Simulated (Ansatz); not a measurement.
SrHfO3 (cubic perovskite, Pm-3m), DFT-LDA in the program Ansatz with PAW potentials, all energies at zero smearing, with the estimated change up to a 700 eV cutoff added, with one set of potentials and settings (totals compare only within such a set). Cell of 5 atoms (1 Sr, 1 Hf, 3 O): -20596.548 eV.

```
element                            reference phase  E (eV/atom)
-------  -----------------------------------------  -----------
Sr                      Fm-3m, 1 atoms in the cell   -3444.3169
Hf                   P6_3/mmc, 2 atoms in the cell  -15476.8591
O        C2/m, 4 atoms in the cell, spin-polarised    -552.6518
```

Formation energy per atom, worked out: (-20596.548 − 1×(-3444.3169) − 1×(-15476.8591) − 3×(-552.6518))/5 = -3.483 eV/atom (-336 kJ per mol of atoms), at 0 K, without zero-point energy or fitted corrections.

The first step of the workflow began from a Materials Project structure, measured or hypothetical; the Crystallography Open Database files this formula in space group No. 221, but the cells were not matched. Its standing as an ambient phase is unchecked. The cell was relaxed with LDA under the symmetry of its start. At this level the phase is dynamically unstable (imaginary phonons). No spin polarisation was allowed. The references are the lowest solids computed at this level, not always the standard phases (solids in place of the gases). Spin–orbit coupling is left out wherever it is not named.

Potentials: the later of the program's two PAW sets.
